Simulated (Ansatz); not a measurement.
Ge (diamond)

```cif
data_Ge2
_chemical_formula_sum 'Ge2'
_space_group_name_H-M_alt 'P 1'
_space_group_IT_number 1
_cell_length_a 4.01240
_cell_length_b 4.01240
_cell_length_c 4.01240
_cell_angle_alpha 60.000
_cell_angle_beta 60.000
_cell_angle_gamma 60.000
loop_
_space_group_symop_operation_xyz
  'x, y, z'
loop_
_atom_site_label
_atom_site_type_symbol
_atom_site_fract_x
_atom_site_fract_y
_atom_site_fract_z
_atom_site_occupancy
Ge1 Ge 0.50000 0.50000 0.50000 1
Ge2 Ge 0.75000 0.75000 0.75000 1
```

Equation-of-state scan: isotropic scaling of the cell above, V₀ being its volume. Symmetry pins the atoms to their sites.

All values below come from r2SCAN (plane waves to 500 eV, PAW, scalar-relativistic; Ansatz, a program for electronic structure). k mesh 11×11×11 (Γ-centred), Fermi-Dirac smearing 0.05 eV. The energy includes the smearing's −TS. Ge was relaxed with its symmetry unable to fall. The zero of ΔE is the relaxed starting cell.

Problem. What ΔE (kJ/mol of atoms) does the calculation give at V/V₀ = 0.840, 0.880, 0.920, 0.960, 1.040, 1.080, 1.120, 1.160?

Solution. 
```json
[
 {"V/V₀": "0.840", "ΔE (kJ/mol of atoms)": "17.5"},
 {"V/V₀": "0.880", "ΔE (kJ/mol of atoms)": "9.0"},
 {"V/V₀": "0.920", "ΔE (kJ/mol of atoms)": "3.7"},
 {"V/V₀": "0.960", "ΔE (kJ/mol of atoms)": "0.9"},
 {"V/V₀": "1.040", "ΔE (kJ/mol of atoms)": "0.7"},
 {"V/V₀": "1.080", "ΔE (kJ/mol of atoms)": "2.7"},
 {"V/V₀": "1.120", "ΔE (kJ/mol of atoms)": "5.6"},
 {"V/V₀": "1.160", "ΔE (kJ/mol of atoms)": "9.3"}
]
```

(Under strain, the slope of the energy per volume gives the stress and its curvature an elastic modulus.)
